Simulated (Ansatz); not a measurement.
Input deck for Ansatz 0.2.0, then the block of the output on the nuclei.

The start is a measured structure from the Crystallography Open Database (COD).

```yaml
crystal:
  lattice:
    - [4.89775, -4.48905, 0.0]
    - [4.89775, 4.48905, 0.0]
    - [-1.4502787155, 0.0, 5.0467507019]
  atoms:
    - { symbol: Ca, position: [0.70087, 0.29913, 0.25] }
    - { symbol: Ca, position: [0.29913, 0.70087, 0.75] }
    - { symbol: Zn, position: [0.09447, 0.90553, 0.25] }
    - { symbol: Zn, position: [0.90553, 0.09447, 0.75] }
    - { symbol: Si, position: [0.19389, 0.37907, 0.22949] }
    - { symbol: Si, position: [0.62093, 0.80611, 0.27051] }
    - { symbol: Si, position: [0.80611, 0.62093, 0.77051] }
    - { symbol: Si, position: [0.37907, 0.19389, 0.72949] }
    - { symbol: O, position: [0.02778, 0.20542, 0.1442] }
    - { symbol: O, position: [0.79458, 0.97222, 0.3558] }
    - { symbol: O, position: [0.97222, 0.79458, 0.8558] }
    - { symbol: O, position: [0.20542, 0.02778, 0.6442] }
    - { symbol: O, position: [0.1123, 0.6083, 0.322] }
    - { symbol: O, position: [0.3917, 0.8877, 0.178] }
    - { symbol: O, position: [0.8877, 0.3917, 0.678] }
    - { symbol: O, position: [0.6083, 0.1123, 0.822] }
    - { symbol: O, position: [0.33135, 0.36895, 0.9937] }
    - { symbol: O, position: [0.63105, 0.66865, 0.5063] }
    - { symbol: O, position: [0.66865, 0.63105, 0.0063] }
    - { symbol: O, position: [0.36895, 0.33135, 0.4937] }
kpoints:
  mp_grid: { grid: [4, 4, 5] }
scf:
  occupations: { method: fermi_dirac, width: 0.02 }
hamiltonian:
  xc: pbe
  pseudopotentials: { kind: paw }
output:
  forces: true
  stress: true
  populations: true
  efg:
    quadrupole_moments_barn: { Ca: -0.0408, Zn: 0.122, O: -0.02558 }
    contact_densities: true
relax:
  f_tol: 0.02
  max_steps: 60
```

```sh
ansatz run input.yaml --threads 1 --pin off --max-ram 3072MiB --backend cpu --events-out ev --progress --plain --runs-dir out
```

The run relaxes the ions first, and the block belongs to the relaxed positions.

Of the output, the block on the nuclei alone is shown; the set-up, the SCF iterations, energies, forces and stress are cut. One atom of each set with nearly equal values is shown.

```
--- PAW observables at the nuclei: V_zz in 10²¹ V/m², potentials from the cell's mean, atoms counted from 1 ---
  atom   1  Ca V_zz =    +3.982814   η = 0.8627   by run symmetry: allowed   C_q = -3.9292 MHz
            electrostatic potential = -2216.158096 V   contact ρ = 41252.902550 e/Å³
  atom   3  Zn V_zz =    -1.571643   η = 0.6503   by run symmetry: allowed   C_q = -4.6363 MHz
            electrostatic potential = -3944.523725 V   contact ρ = 166579.774414 e/Å³
  atom   5  Si V_zz =    -4.339286   η = 0.5733   by run symmetry: allowed
            electrostatic potential = -1358.999511 V   contact ρ = 12802.844448 e/Å³
  atom   9  O  V_zz =    +5.009631   η = 0.4778   by run symmetry: allowed   C_q = -3.0986 MHz
            electrostatic potential = -623.482175 V   contact ρ = 2155.773910 e/Å³
  atom  13  O  V_zz =    +6.044418   η = 0.1102   by run symmetry: allowed   C_q = -3.7386 MHz
            electrostatic potential = -623.954174 V   contact ρ = 2155.846014 e/Å³
  atom  17  O  V_zz =    +7.987004   η = 0.2603   by run symmetry: allowed   C_q = -4.9401 MHz
            electrostatic potential = -622.422580 V   contact ρ = 2154.505851 e/Å³
```

The relaxation (6 steps) took 1.8 min of wall time (1.9 min of CPU time) and 0.82 GiB at its peak, on 1 thread of Intel Xeon Platinum 8488C (Sapphire Rapids) (x86_64; 2 cores open to the job, memory cap 3.0 GiB, no GPU), a shared host with a load of 0.2 a core.

At this cell the principal stresses reach 5 GPa in size with PBE, which can matter for small gradients.
